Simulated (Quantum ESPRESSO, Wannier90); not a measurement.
# Wannier functions of P (Cmce)

Materials Project entry mp-157; symmetrised, unrelaxed at this level. COD (Crystallography Open Database) has the formula in 3 space groups, this one among them (matched by group alone). Computed values, not measurements, from PBE: Quantum ESPRESSO (norm-conserving PseudoDojo potentials, cutoff 36 Ry, no spin polarisation, no spin-orbit coupling) on a Γ-centred 10×8×10 mesh, then Wannier90. Density: 10×8×10 mesh, cold smearing 0.01 Ry. The cell is built of weakly bound layers, chains or molecules, whose nearest atoms lie 3.84 Å apart. Database cells relaxed without dispersion often hold them too far apart, which can enlarge gaps and weakens couplings between them; spacing and stacking were not compared with the measured crystal. The gap is small at this level and was sampled on the meshes and a path alone.

On the energy scale of pw.x, whose zero is arbitrary, the valence-band maximum lies at 6.86 eV.

Input w.win:

```
num_bands = 26
num_wann = 16
num_iter = 800
conv_tol = 1.0e-6
conv_window = 4
dis_num_iter = 1000
dis_conv_tol = 1.0e-6
dis_froz_max = 8.45
dis_mix_ratio = 0.2
write_hr = true
write_u_matrices = true
begin projections
f=-0.39725,0.07896,0.19362: s;p
f=0.40030,-0.09119,-0.20065: s;p
f=-0.10813,-0.41556,-0.18946: s;p
f=0.10754,0.40378,0.19306: s;p
end projections
begin unit_cell_cart
ang
    3.2954900000    0.0000000000    0.0000000000
    0.0000000000    0.0000000000   -4.5436400000
   -1.6477450000    5.4650400000    0.0000000000
end unit_cell_cart
begin atoms_frac
P   -0.4041400000  0.0888200000  0.1917200000
P    0.4041400000 -0.0888200000 -0.1917200000
P   -0.0958600000 -0.4111800000 -0.1917200000
P    0.0958600000  0.4111800000  0.1917200000
end atoms_frac
mp_grid = 10 8 10
begin kpoints
0.0000000000 0.0000000000 0.0000000000
0.0000000000 0.0000000000 0.1000000000
0.0000000000 0.0000000000 0.2000000000
... (797 more lines: the 10x8x10 mesh through Gamma)
end kpoints
```

Input of pw2wannier90.x that gives the overlap and projection files (equivalent; here they were cut from one run over all bands):

```
&inputpp
  outdir = './out'
  prefix = 'pwscf'
  seedname = 'w'
  write_amn = .true.
  write_mmn = .true.
/
```

Output w.wout (banner and timings cut):

```
                                    ------
                                    SYSTEM
                                    ------

                              Lattice Vectors (Ang)
                    a_1     3.295490   0.000000   0.000000
                    a_2     0.000000   0.000000  -4.543640
                    a_3    -1.647745   5.465040   0.000000

                   Unit Cell Volume:      81.83089  (Ang^3)

                        Reciprocal-Space Vectors (Ang^-1)
                    b_1     1.906601   0.574853   0.000000
                    b_2     0.000000   0.000000  -1.382853
                    b_3    -0.000000   1.149705   0.000000

 *----------------------------------------------------------------------------*
 |   Site       Fractional Coordinate          Cartesian Coordinate (Ang)     |
 +----------------------------------------------------------------------------+
 | p    1  -0.40414   0.08882   0.19172   |   -1.64775   1.04776  -0.40357    |
 | p    2   0.40414  -0.08882  -0.19172   |    1.64775  -1.04776   0.40357    |
 | p    3  -0.09586  -0.41118  -0.19172   |    0.00000  -1.04776   1.86825    |
 | p    4   0.09586   0.41118   0.19172   |    0.00000   1.04776  -1.86825    |
 *----------------------------------------------------------------------------*
                                ------------
                                K-POINT GRID
                                ------------

             Grid size = 10 x  8 x 10      Total points =  800

 *---------------------------------- MAIN ------------------------------------*
 |  Number of Wannier Functions               :                16             |
 |  Number of Objective Wannier Functions     :                16             |
 |  Number of input Bloch states              :                26             |
 |  Output verbosity (1=low, 5=high)          :                 1             |
 |  Timing Level (1=low, 5=high)              :                 1             |
 |  Optimisation (0=memory, 3=speed)          :                 3             |
 |  Length Unit                               :               Ang             |
 |  Post-processing setup (write *.nnkp)      :                 F             |
 |  Using Gamma-only branch of algorithms     :                 F             |
 *----------------------------------------------------------------------------*
 *------------------------------- WANNIERISE ---------------------------------*
 |  Total number of iterations                :               800             |
 |  Number of CG steps before reset           :                 5             |
 |  Trial step length for line search         :             2.000             |
 |  Convergence tolerence                     :         0.100E-05             |
 |  Convergence window                        :                 4             |
 |  Iterations between writing output         :                 1             |
 |  Iterations between backing up to disk     :               100             |
 |  Write r^2_nm to file                      :                 F             |
 |  Write xyz WF centres to file              :                 F             |
 |  Write on-site energies <0n|H|0n> to file  :                 F             |
 |  Use guiding centre to control phases      :                 F             |
 |  Use phases for initial projections        :                 F             |
 *----------------------------------------------------------------------------*
 *------------------------------- DISENTANGLE --------------------------------*
 |  Using band disentanglement                :                 T             |
 |  Total number of iterations                :              1000             |
 |  Mixing ratio                              :             0.200             |
 |  Convergence tolerence                     :         1.000E-06             |
 |  Convergence window                        :                 3             |
 *----------------------------------------------------------------------------*
 *-------------------------------- PLOTTING ----------------------------------*
 |  Plotting Hamiltonian in WF basis          :                 T             |
 *----------------------------------------------------------------------------*

 *---------------------------------- K-MESH ----------------------------------*
 +----------------------------------------------------------------------------+
 |                    Distance to Nearest-Neighbour Shells                    |
 |                    ------------------------------------                    |
 |          Shell             Distance (Ang^-1)          Multiplicity         |
 |          -----             -----------------          ------------         |
 |             1                   0.114971                      2            |
 |             2                   0.172857                      2            |
 |             3                   0.199138                      4            |
 |             4                   0.207600                      4            |
 |             5                   0.229941                      2            |
 |             6                   0.257084                      4            |
 |             7                   0.263695                      8            |
 |             8                   0.287667                      4            |
       ... (lines left out)
 +----------------------------------------------------------------------------+
 | The b-vectors are chosen automatically                                     |
 | The following shells are used:                       1,  2,  3             |
 +----------------------------------------------------------------------------+
 |                        Shell   # Nearest-Neighbours                        |
 |                        -----   --------------------                        |
 |                          1               2                                 |
 |                          2               2                                 |
 |                          3               4                                 |
 +----------------------------------------------------------------------------+
 | Completeness relation is fully satisfied [Eq. (B1), PRB 56, 12847 (1997)]  |
 +----------------------------------------------------------------------------+
 |                  b_k Vectors (Ang^-1) and Weights (Ang^2)                  |
 |                  ----------------------------------------                  |
 |            No.         b_k(x)      b_k(y)      b_k(z)        w_b           |
 |            ---        --------------------------------     --------        |
 |             1         0.000000    0.114971    0.000000    34.387901        |
 |             2         0.000000   -0.114971    0.000000    34.387901        |
 |             3         0.000000    0.000000   -0.172857    16.733935        |
 |             4         0.000000    0.000000    0.172857    16.733935        |
 |             5         0.190660    0.057485    0.000000     6.877336        |
 |             6         0.190660   -0.057485    0.000000     6.877336        |
 |             7        -0.190660   -0.057485    0.000000     6.877336        |
 |             8        -0.190660    0.057485    0.000000     6.877336        |
 +----------------------------------------------------------------------------+
 |                           b_k Directions (Ang^-1)                          |
 |                           -----------------------                          |
 |            No.           x           y           z                         |
 |            ---        --------------------------------                     |
 |             1         0.000000    0.114971    0.000000                     |
 |             2         0.000000    0.000000   -0.172857                     |
 |             3         0.190660    0.057485    0.000000                     |
 |             4         0.190660   -0.057485    0.000000                     |
 +----------------------------------------------------------------------------+

 Starting a new Wannier90 calculation ...

 Reading overlaps from w.mmn

 Reading projections from w.amn

 *------------------------------- DISENTANGLE --------------------------------*
 +----------------------------------------------------------------------------+
 |                              Energy  Windows                               |
 |                              ---------------                               |
 |                   Outer:   -9.00188  to   20.87585  (eV)                   |
 |                   Inner:   -9.00188  to    8.45000  (eV)                   |
 +----------------------------------------------------------------------------+
   Number of target bands to extract:   16

                   Unitarised projection of Wannier functions
                   ------------------------------------------
   A_mn = <psi_m|g_n> --> S = A.A^+ --> U = S^-1/2.A
   In dis_project... done
   Using an inner window (linner = T)
   In dis_proj_froz... done

                   Extraction of optimally-connected subspace
                   ------------------------------------------
 +---------------------------------------------------------------------+<-- DIS
 |  Iter     Omega_I(i-1)      Omega_I(i)      Delta (frac.)           |<-- DIS
 +---------------------------------------------------------------------+<-- DIS
       1      33.44037350      29.39267360       1.377E-01    <-- DIS
       2      30.76001907      28.81580557       6.747E-02    <-- DIS
       3      30.17921476      28.30753494       6.612E-02    <-- DIS
       4      29.62648906      27.85364992       6.365E-02    <-- DIS
       5      29.10596291      27.44458935       6.054E-02    <-- DIS
       6      28.61911728      27.07347029       5.709E-02    <-- DIS
       ... (lines left out)
     101      21.71067841      21.71282803      -9.900E-05    <-- DIS
       ... (lines left out)
     201      21.55611039      21.55633422      -1.038E-05    <-- DIS
       ... (lines left out)
     232      21.54264520      21.54266343      -8.465E-07    <-- DIS
     233      21.54229784      21.54231232      -6.720E-07    <-- DIS
     234      21.54195499      21.54196584      -5.038E-07    <-- DIS

             <<<      Delta < 1.000E-06  over  3 iterations     >>>
             <<< Disentanglement convergence criteria satisfied >>>

        Final Omega_I    21.54196584 (Ang^2)

 +----------------------------------------------------------------------------+

 Writing checkpoint file w.chk... done

 *------------------------------- WANNIERISE ---------------------------------*
 +--------------------------------------------------------------------+<-- CONV
 | Iter  Delta Spread     RMS Gradient      Spread (Ang^2)            |<-- CONV
 +--------------------------------------------------------------------+<-- CONV

 ------------------------------------------------------------------------------
 Initial State
  WF centre and spread    1  ( -1.632052,  1.032601, -0.384796 )     1.48634114
  WF centre and spread    2  ( -1.634729,  0.996281, -0.433372 )     2.20188821
  WF centre and spread    3  ( -1.655532,  0.990319, -0.259307 )     2.14877687
  WF centre and spread    4  ( -1.641193,  1.136838, -0.471436 )     2.07718822
  WF centre and spread    5  (  1.654039, -1.067147,  0.433285 )     1.48362498
  WF centre and spread    6  (  1.637953, -1.008626,  0.387575 )     2.16098586
  WF centre and spread    7  (  1.639586, -1.004000,  0.271973 )     2.09907151
  WF centre and spread    8  (  1.642063, -1.120736,  0.484416 )     2.12400112
  WF centre and spread    9  ( -0.044670, -1.009404,  1.867010 )     1.48554547
  WF centre and spread   10  ( -0.011943, -0.994846,  1.851878 )     2.18218905
  WF centre and spread   11  (  0.026899, -0.988037,  2.004195 )     2.12575547
  WF centre and spread   12  ( -0.008288, -1.152415,  1.793649 )     2.06877445
  WF centre and spread   13  (  0.034678,  1.028235, -1.821046 )     1.47697073
  WF centre and spread   14  (  0.014680,  1.006140, -1.895273 )     2.13905436
  WF centre and spread   15  ( -0.018162,  1.000855, -1.990916 )     2.07441855
  WF centre and spread   16  (  0.008480,  1.151625, -1.780878 )     2.09307128
  Sum of centres and spreads (  0.011811, -0.002318,  0.056958 )    31.42765728

      0     0.314E+02     0.0000000000       31.4276572797  <-- CONV
        O_D=      0.0970844 O_OD=      9.7886070 O_TOT=     31.4276573 <-- SPRD
 ------------------------------------------------------------------------------
      1    -0.119E+00     0.2279355808       31.3084145146  <-- CONV
        O_D=      0.0951476 O_OD=      9.6713010 O_TOT=     31.3084145 <-- SPRD
      2    -0.157E+00     0.2813560853       31.1517879297  <-- CONV
        O_D=      0.0975719 O_OD=      9.5122501 O_TOT=     31.1517879 <-- SPRD
      3    -0.179E+00     0.3229020046       30.9731471229  <-- CONV
        O_D=      0.1037422 O_OD=      9.3274391 O_TOT=     30.9731471 <-- SPRD
      4    -0.145E+00     0.3117182211       30.8276576905  <-- CONV
        O_D=      0.1100566 O_OD=      9.1756353 O_TOT=     30.8276577 <-- SPRD
      5    -0.954E-01     0.2602583247       30.7322551422  <-- CONV
        O_D=      0.1125580 O_OD=      9.0777313 O_TOT=     30.7322551 <-- SPRD
       ... (lines left out)
    100    -0.434E-01     0.1571040782       26.8978565043  <-- CONV
        O_D=      0.0843732 O_OD=      5.2715174 O_TOT=     26.8978565 <-- SPRD
       ... (lines left out)
    200    -0.851E-02     0.0714415375       25.2196795392  <-- CONV
        O_D=      0.0636912 O_OD=      3.6140225 O_TOT=     25.2196795 <-- SPRD
       ... (lines left out)
    300    -0.780E-03     0.0224129432       24.8525118635  <-- CONV
        O_D=      0.0606562 O_OD=      3.2498898 O_TOT=     24.8525119 <-- SPRD
       ... (lines left out)
    400    -0.104E-03     0.0076906411       24.8148864092  <-- CONV
        O_D=      0.0600658 O_OD=      3.2128548 O_TOT=     24.8148864 <-- SPRD
       ... (lines left out)
    500    -0.142E-04     0.0028670183       24.8107253754  <-- CONV
        O_D=      0.0598980 O_OD=      3.2088615 O_TOT=     24.8107254 <-- SPRD
       ... (lines left out)
    600    -0.610E-06     0.0007588083       24.8101472350  <-- CONV
        O_D=      0.0598217 O_OD=      3.2083597 O_TOT=     24.8101472 <-- SPRD
       ... (lines left out)
    621    -0.738E-06     0.0007080299       24.8101157156  <-- CONV
        O_D=      0.0598120 O_OD=      3.2083379 O_TOT=     24.8101157 <-- SPRD
    622    -0.754E-06     0.0006673004       24.8101149618  <-- CONV
        O_D=      0.0598116 O_OD=      3.2083375 O_TOT=     24.8101150 <-- SPRD
    623    -0.500E-06     0.0004707659       24.8101144615  <-- CONV
        O_D=      0.0598115 O_OD=      3.2083371 O_TOT=     24.8101145 <-- SPRD
             <<<     Delta < 1.000E-06  over  4 iterations     >>>
             <<< Wannierisation convergence criteria satisfied >>>
 Final State
  WF centre and spread    1  ( -1.119902,  0.952022, -0.030086 )     1.50578073
  WF centre and spread    2  ( -1.636275,  0.665844, -0.829094 )     1.64764192
  WF centre and spread    3  ( -2.169182,  0.953799, -0.037394 )     1.50406326
  WF centre and spread    4  ( -1.636304,  1.605325, -0.626582 )     1.55040159
  WF centre and spread    5  (  1.638231, -0.673729,  0.834279 )     1.64144244
  WF centre and spread    6  (  2.173246, -0.968049,  0.044050 )     1.50380217
  WF centre and spread    7  (  1.120890, -0.965735,  0.033309 )     1.50205350
  WF centre and spread    8  (  1.636722, -1.608787,  0.639217 )     1.55209206
  WF centre and spread    9  ( -0.529945, -0.947494,  2.230638 )     1.50909378
  WF centre and spread   10  ( -0.005069, -0.664751,  1.438479 )     1.64213425
  WF centre and spread   11  (  0.517937, -0.955544,  2.234022 )     1.50220489
  WF centre and spread   12  ( -0.012660, -1.601431,  1.639435 )     1.55150761
  WF centre and spread   13  (  0.009516,  0.671443, -1.434390 )     1.63555411
  WF centre and spread   14  (  0.530390,  0.962093, -2.228831 )     1.50677576
  WF centre and spread   15  ( -0.520125,  0.969225, -2.226532 )     1.50185620
  WF centre and spread   16  (  0.013938,  1.603660, -1.625939 )     1.55371021
  Sum of centres and spreads (  0.011408, -0.002108,  0.054580 )    24.81011446

         Spreads (Ang^2)       Omega I      =    21.541965845
        ================       Omega D      =     0.059811467
                               Omega OD     =     3.208337150
    Final Spread (Ang^2)       Omega Total  =    24.810114461
```
